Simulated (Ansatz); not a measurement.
CoO:
```yaml
crystal:
  lattice:
    - [2.81547, 0.00000, 0.00000]
    - [-1.40774, 2.43827, 0.00000]
    - [0.00000, 0.00000, 5.38229]
  atoms:
    - { symbol: Co, position: [0.00000, 0.00000, 0.00000], spin: 2.3 }
    - { symbol: Co, position: [0.00000, 0.00000, 0.50000], spin: -2.3 }
    - { symbol: O, position: [0.33333, 0.66667, 0.25000] }
    - { symbol: O, position: [0.66667, 0.33333, 0.75000] }
```

Relaxed with PBE. Special points in fractions of this cell's reciprocal vectors: Γ (0.000, 0.000, 0.000); M (0.500, 0.000, 0.000); K (0.333, 0.333, 0.000); A (0.000, 0.000, 0.500); L (0.500, 0.000, 0.500); H (0.333, 0.333, 0.500).

### Question
List the band energies nearest the Fermi level at these points for DFT-PBE in the program Ansatz with PAW potentials.

### Answer
In eV from the Fermi level; about four levels below and three above (degenerate sets whole), none deeper than 8.9 eV; … stands for higher levels left out; points with the same levels are listed once.

| k | below | above |
|---|---|---|
| Γ ↑ | -1.98 -1.98 -0.53 -0.53 -0.52 | 1.41 1.54 1.54 |
| M ↑ | -1.99 -1.67 -1.57 -0.78 | 0.21 0.39 1.80 |
| K ↑ | -2.20 -2.20 -2.08 -1.81 -1.81 | 0.02 0.09 0.09 |
| A ↑ | -0.81 -0.81 -0.70 -0.70 | 1.26 1.26 3.90 |
| L ↑ | -1.76 -1.70 -0.94 -0.81 | 0.18 0.29 1.41 |
| H ↑ | -1.53 -1.53 -0.23 -0.23 -0.05 | 1.95 1.95 … |

Space group P6_3/mmc (NiAs type). The start of the workflow was typed in or built on a structure type; neither database checked (COD, Materials Project) lists it. It is not the phase usual at ambient conditions (space group No. 225). The PBE relaxation kept the symmetry of its start, as lowered by the spin order; its stability against distortions is not shown here. Spin order of the final state: antiferromagnetic, chosen from 3 collinear starts compared on coarse meshes (ties went to the first, and starts can fall back to one state), not a proven ground state. No Hubbard U is applied. The compound may be a true metal, but semilocal functionals without U, or a wrong spin order, can also close a gap. Point labels and valley counts follow the cell and symmetry of the run, lower than the named group.

Potentials: the earlier of the program's two PAW sets.
